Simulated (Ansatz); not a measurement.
TePb (zinc blende, space group No. 216), a = b = c = 7.1239 Å, α = β = γ = 90.00°; the cell used has 2 atoms.

Relaxed with LDA.

Give the optical modes at the zone centre with their infrared activity from DFPT, LDA in the plane-wave PAW code Ansatz.

Transverse frequencies, without the LO–TO term; a row sums one degenerate level.

```csv
ω (cm⁻¹),degeneracy,IR ((D/Å)²/amu),activity,symmetry
109,3,3.49,IR,T2
```

How high does the top mode go among those that the LO–TO term moves?

120 cm⁻¹ for q along x.

Space group F-43m (zinc blende). The cell is a constructed one: a structure type filled with these elements; neither database checked (COD, Materials Project) lists it. It is not the phase usual at ambient conditions (space group No. 225). The cell was relaxed with LDA under the symmetry of its start. At this level the phase is mechanically unstable. Spin–orbit coupling is left out wherever it is not named.

Potentials: the later of the program's two PAW sets.
